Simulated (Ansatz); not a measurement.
A: AlAs (zinc blende), a = 5.7284 Å, b = 5.7284 Å, c = 5.7284 Å, α = 90.00°, β = 90.00°, γ = 90.00°
B: VN (rock salt), a = 4.117 Å, b = 4.117 Å, c = 4.117 Å, α = 90.00°, β = 90.00°, γ = 90.00°
C: Mg₂Si (antifluorite type, space group Fm-3m), a = b = c = 6.3648 Å, α = β = γ = 90.00°
D: Mo (bcc, W type), a = b = c = 3.161 Å, α = β = γ = 90.00°

Scan: energy against volume (even scaling of the relaxed cell, symmetry kept). One method and one kind of scan serve all of them; meshes and ranges differ. All were relaxed with their symmetry unable to fall. Mo is run without spin polarisation. VN is run without spin polarisation.

Order them by bulk modulus (fitted) (highest first) at the level PBE (plane waves to 420 eV, PAW, scalar-relativistic; Ansatz, an electronic-structure program).

B (314 GPa), D (259 GPa), A (66.9 GPa), C (54.0 GPa)

(Under strain, the slope of the energy per volume gives the stress and its curvature an elastic modulus.)
